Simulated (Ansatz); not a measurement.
Given:

InSn₂Sb:
```cif
data_In3Sb3Sn6
_chemical_formula_sum 'In3 Sb3 Sn6'
_space_group_name_H-M_alt 'R3m :H'
_space_group_IT_number 160
_space_group_name_Hall 'R 3 -2"'
_cell_length_a 4.66166
_cell_length_b 4.66166
_cell_length_c 22.47191
_cell_angle_alpha 90.000
_cell_angle_beta 90.000
_cell_angle_gamma 120.000
loop_
_atom_site_label
_atom_site_type_symbol
_atom_site_symmetry_multiplicity
_atom_site_Wyckoff_symbol
_atom_site_fract_x
_atom_site_fract_y
_atom_site_fract_z
_atom_site_occupancy
In1 In 3 a 0.00000 0.00000 0.00797 1
Sb1 Sb 3 a 0.00000 0.00000 0.87945 1
Sn1 Sn 3 a 0.00000 0.00000 0.49432 1
Sn2 Sn 3 a 0.00000 0.00000 0.36823 1
```
(The calculation used a cell of 4 atoms; values per cell refer to that cell.)

This is the PBEsol-relaxed structure.

Q: All from PBEsol in the plane-wave PAW code Ansatz, unless another level is named. Give the electronic character.

A: metallic (no gap).

Q: Predict the formation energy from the elements (no fitted shifts).

A: 0.087 eV/atom.

Q: What about the density of states at the Fermi level?

A: 0.29 states/eV per atom (mean over ±0.08 eV).

The start of the workflow was typed in or built on a structure type; neither database checked (COD, Materials Project) lists it. Whether it is the stable phase at ambient conditions was not checked. The PBEsol relaxation kept the symmetry of its start; its stability against distortions is not shown here. The volume moved by 31 % from the start of the relaxation. The references are the lowest solids computed at this level, not always the standard phases. Scalar-relativistic: spin–orbit coupling is off unless named, which matters more the heavier the elements.

Potentials: the earlier of the program's two PAW sets. The files were generated under PBE; for other functionals the program regenerates the frozen cores, and for LDA and PBEsol the local potential too.
